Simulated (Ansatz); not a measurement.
Theory: DFT PBE, scalar-relativistic, plane waves, PAW in Ansatz. All cells share a 420 eV cutoff and Γ-centred k meshes spaced about 0.3 Å⁻¹ or finer (0.25 for metals, 2π included). These runs have no spin polarisation.

This relaxed Ba₂Tl₅V₃O₁₂ cell comes from a structure search over trial cells.

Space group P1 (No. 1). a = 6.653 Å, b = 8.840 Å, c = 9.892 Å, α = 71.07°, β = 73.99°, γ = 70.69°
```csv
atom,site,symmetry,x,y,z
Ba,1a,1,0.8042,0.0466,0.0226
Ba,1a,1,0.2121,0.9516,0.3401
V,1a,1,0.7454,0.7080,0.3358
V,1a,1,0.2596,0.2660,0.0323
V,1a,1,0.0407,0.0770,0.6611
Tl,1a,1,0.2564,0.3985,0.3500
Tl,1a,1,0.5897,0.3487,0.6055
Tl,1a,1,0.5733,0.8807,0.6684
Tl,1a,1,0.7455,0.4966,0.1165
Tl,1a,1,0.1189,0.6421,0.7430
O,1a,1,0.2843,0.0972,0.5417
O,1a,1,0.8535,0.4958,0.3439
O,1a,1,0.4026,0.2045,0.1728
O,1a,1,0.8841,0.0538,0.5597
O,1a,1,0.1402,0.4796,0.9890
O,1a,1,0.5463,0.7363,0.4871
O,1a,1,0.9059,0.2428,0.7326
O,1a,1,0.6154,0.8006,0.1886
O,1a,1,0.0554,0.1645,0.1016
O,1a,1,0.0821,0.9040,0.8071
O,1a,1,0.4418,0.2012,0.8919
O,1a,1,0.9427,0.8042,0.3086
```

Problem. Is this structure dynamically stable?

Solution. As far as tested, yes. The phonons at Γ show no imaginary mode. After random moves of the atoms it relaxes back. Other q points weren't tested. The optical modes at Γ run from 21 to 847 cm⁻¹ without the long-range field that lifts LO modes in polar insulators. Ba on its first site is surrounded by 6 O at 2.62–2.86 Å, 1 O at 3.11 Å and 3 V at 3.45–3.58 Å; V on its first site has 4 O at 1.71–1.76 Å, 1 Tl at 3.29 Å, 2 Ba at 3.49–3.58 Å and 3 Tl at 3.60–3.81 Å; Tl on its first site has 3 O at 2.54–2.70 Å; O on its first site has 1 V at 1.75 Å, 1 Tl at 2.50 Å, 1 Tl at 2.70 Å, 3 O at 2.76–2.89 Å and 1 Ba at 2.91 Å; 18 more sites not described.

These runs have no spin–orbit coupling, which can matter for Tl. No Hubbard U is applied to the 3d shell of V.
